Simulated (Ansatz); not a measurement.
The relaxed structure here is a generated cell of SnSe: the first start was made by placing the elements on the sites of a structure type, and the end was not matched to a known phase here, so it may be hypothetical. Known forms of SnSe include space group No. 62.

A relaxed structure of SnSe. Space group P6₃mc (No. 186). These are r2SCAN (plane waves to 500 eV, PAW, scalar-relativistic; Ansatz, a quantum-chemistry and plane-wave program) values and carry that method's errors.

```cif
data_Se4Sn4
_chemical_formula_sum 'Sn4 Se4'
_space_group_name_H-M_alt 'P 1'
_space_group_IT_number 1
_cell_length_a 5.08445
_cell_length_b 5.08445
_cell_length_c 11.92313
_cell_angle_alpha 90.000
_cell_angle_beta 90.000
_cell_angle_gamma 120.000
loop_
_space_group_symop_operation_xyz
  'x, y, z'
loop_
_atom_site_label
_atom_site_type_symbol
_atom_site_fract_x
_atom_site_fract_y
_atom_site_fract_z
_atom_site_occupancy
Sn1 Sn 0.00000 0.00000 0.02393 1
Sn2 Sn 0.00000 0.00000 0.52393 1
Sn3 Sn 0.66667 0.33333 0.77366 1
Sn4 Sn 0.33333 0.66667 0.27366 1
Se1 Se 0.00000 0.00000 0.78560 1
Se2 Se 0.00000 0.00000 0.28560 1
Se3 Se 0.66667 0.33333 0.54244 1
Se4 Se 0.33333 0.66667 0.04244 1
```

For SnSe, the volume per atom comes out as 33.37 Å³ and the band gap comes out as 0.70 eV, indirect (valence top at K, conduction bottom at 57 % of the way from K to Γ) (no spin-orbit coupling). The smallest direct gap is 1.00 eV at K and the shortest distances is Se–Sn 2.76 Å. The k-mesh comes out as 8×8×3.

Band energies at high-symmetry points (eV from the VBM; labels of this space group; no spin-orbit coupling), from −5 eV up to 3.5 eV:

```
point                                                                                                                        energies
-----  ------------------------------------------------------------------------------------------------------------------------------
Γ      -4.86 -3.99 -3.99 -3.63 -3.63 -3.24 -3.24 -2.77 -2.77 -2.53 -2.32 -1.35 1.00 1.00 1.21 1.21 1.45 1.98 1.98 2.32 2.32 2.78 3.34
M                -4.70 -4.54 -4.08 -3.98 -3.85 -3.01 -2.81 -2.61 -2.35 -1.45 -1.33 -0.64 0.93 1.31 2.28 2.82 2.82 3.21 3.22 3.24 3.44
K                                       -4.42 -3.89 -3.89 -3.19 -3.19 -2.26 -0.84 -0.50 -0.50 0.00 1.00 1.50 1.50 1.83 2.02 2.11 2.11
A           -3.85 -3.85 -3.85 -3.85 -3.76 -3.76 -2.96 -2.96 -2.96 -2.96 -1.77 -1.77 1.15 1.15 1.15 1.15 2.07 2.07 2.07 2.07 2.46 2.46
L                     -4.50 -4.50 -3.73 -3.73 -3.32 -3.32 -3.29 -3.29 -2.02 -2.02 -1.00 -1.00 1.67 1.67 2.38 2.38 3.20 3.20 3.28 3.28
H                     -4.91 -4.91 -4.20 -4.20 -3.38 -3.38 -2.95 -2.95 -0.65 -0.65 -0.50 -0.50 1.36 1.36 1.69 1.69 2.15 2.15 3.48 3.48
```

No spin polarisation in the result.

The run could not lose the symmetry of its start: the end is stationary, and may be a saddle point rather than a minimum.
